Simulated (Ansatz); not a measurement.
Bi2CoTe3:
```cif
data_Bi2CoTe3
_chemical_formula_sum 'Te3 Bi2 Co1'
_space_group_name_H-M_alt 'P 1'
_space_group_IT_number 1
_cell_length_a 3.85521
_cell_length_b 3.85521
_cell_length_c 12.25968
_cell_angle_alpha 90.000
_cell_angle_beta 90.000
_cell_angle_gamma 120.000
loop_
_space_group_symop_operation_xyz
  'x, y, z'
loop_
_atom_site_label
_atom_site_type_symbol
_atom_site_fract_x
_atom_site_fract_y
_atom_site_fract_z
_atom_site_occupancy
Te1 Te 0.33333 0.66667 0.60454 1
Bi1 Bi 0.66667 0.33333 0.82028 1
Te2 Te 0.00000 0.00000 0.00000 1
Bi2 Bi 0.33333 0.66667 0.17972 1
Te3 Te 0.66667 0.33333 0.39546 1
Co1 Co 0.00000 0.00000 0.50000 1
```

Relaxed with PBE+D3(BJ).

Decompose the optical modes at the zone centre into irreducible representations, and say which are infrared and Raman allowed.

Point group -3m: Γ_opt = 2A1g + 3A2u + 2Eg + 3Eu. Infrared: A2u, Eu. Raman: A1g, Eg.

Assign frequencies (DFPT, the program Ansatz at the PBE+D3(BJ) level (PAW)).

Eu 20, Eg 48, A2u 56, Eu 71, A1g 91, A2u 91, Eg 100, A1g 134, A2u 191, Eu 214 cm⁻¹.

Space group P-3m1. The cell is a constructed one: a structure type filled with these elements; neither database checked (COD, Materials Project) lists it. Whether it is the stable phase at ambient conditions was not checked. The cell was relaxed with PBE+D3(BJ) under the symmetry of its start; of distortions, only those at the zone centre were tested. The workflow began spin-polarised and lost its moments. As this level gives no gap, phonon frequencies hold no LO–TO term and depend on the k-mesh and smearing (Fermi–Dirac, 0.1 eV here). Spin–orbit coupling is left out wherever it is not named.

Potentials: the later of the program's two PAW sets.
